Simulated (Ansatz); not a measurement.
## CaB6-type LaB₆

Level of theory: DFT, r²SCAN, scalar-relativistic, no spin polarisation; plane waves to 500 eV with PAW datasets (Ansatz 0.2.0), 8×8×8 k-mesh, Gaussian smearing of 0.05 eV. The datasets are Ansatz's generated set soft_2.

```
La B
1.0
     4.15234    0.00000    0.00000
     0.00000    4.15234    0.00000
     0.00000    0.00000    4.15234
La B
1 6
Direct
  0.00000 0.00000 0.00000
  0.20008 0.50000 0.50000
  0.79992 0.50000 0.50000
  0.50000 0.50000 0.20008
  0.50000 0.50000 0.79992
  0.50000 0.20008 0.50000
  0.50000 0.79992 0.50000
```

The start was a prototype's sites filled with these elements; the Crystallography Open Database holds the compound in this structure.

The run above is the reference. The same cell was run again with other input settings; several of them aren't fit for production, so the rows show the settings' effect and aren't properties of the material.

| keys changed | outcome | ΔE (meV/atom) | P (GPa) | gap on the mesh (eV) | cell moment (μB) | largest force component (eV/Å) | SCF iterations | rough core-seconds | new warnings |
| --- | --- | --- | --- | --- | --- | --- | --- | --- | --- |
| none (reference) | converged | 0.0 | 0.0 | metal | – | 0.004 | – | – | – |
| basis.ecutwfc: 500 → "18.4 Ry" | converged | 171.2 | -0.1 | metal | – | 0.128 | 6 | 3 | cutoff below recommended |
| scf.algorithm: "density_mixing"; scf.occupations.method: "gaussian" → "cold"; scf.occupations.width: 0.05 → 0.01 | converged | 0.0 | 0.0 | metal | – | 0.003 | 6 | 10 | – |
| scf.mixing.preconditioner: "ldos"; kpoints.mp_grid.grid: [8, 8, 8] → [12, 12, 12]; scf.occupations.method: "gaussian" → "fermi_dirac"; scf.occupations.width: 0.05 → 0.025 | converged | 1.0 | 0.0 | metal | – | 0.015 | 7 | 18 | – |
| hamiltonian.hubbard: {"sites": [{"species": "La", "l": "f", "u_eff": 5.0}], "double_counting": "fll"}; scf.convergence.dr2_threshold: 1e-08 | converged | – | 1.1 | metal | – | 0.068 | 8 | 11 | filled band counts differ across k points; stress scf threshold loose |
| scf.convergence.dr2_threshold: 1e-06; basis.ecutwfc: 500 → "700 eV" | converged | -0.5 | 0.0 | metal | – | 0.004 | 6 | 11 | force scf threshold loose; stress scf threshold loose |
| scf.n_extra_bands: 1; hamiltonian.hubbard: {"sites": [{"species": "La", "l": "f", "u_eff": 8.0}], "double_counting": "fll"}; hamiltonian.pseudopotentials: {"kind": "nc", "accuracy": "standard"} | converged | – | 2.8 | metal | – | 0.090 | 8 | 8 | cutoff below recommended; filled band counts differ across k points; pbe made norm conserving files |

ΔE is the energy with the smearing extrapolated to zero. It is left out where the change alters the Hamiltonian or the spin treatment. The varied runs start from atomic densities (corrected by the program's trained start where that serves), with the default search for lower states unless a row changes it.

(1) What happens with these changes: hamiltonian.dispersion: "d4"; scf.n_extra_bands: 1?

(2) What happens with these changes: kpoints.mp_grid.grid: [8, 8, 8] → [5, 5, 5]; basis.ecutwfc: 500 → "200 eV"?

Answers:

(1) outcome converged, P (GPa) -1.6, gap on the mesh (eV) metal, largest force component (eV/Å) 0.008, SCF iterations 6, rough core-seconds 7.

(2) outcome converged, ΔE (meV/atom) 550.6, P (GPa) 6.1, gap on the mesh (eV) metal, largest force component (eV/Å) 0.219, SCF iterations 6, rough core-seconds 1.4, new warnings cutoff below recommended.

Other pseudopotential files need their own cutoff; where it is too low, pressure and moments show the cutoff and not the files.

The pair part of a dispersion correction pulls inward (a three-body part mostly pushes out), and in metals and ionic crystals with large ions it often overbinds.

1 further run (cut off, refused for memory, with changed atoms or starts, or in doubt) is left out.

Of the reference: No spin–orbit coupling, a notable omission for heavy elements. The cell is a metal with an odd number of electrons, and spin polarisation wasn't tried.
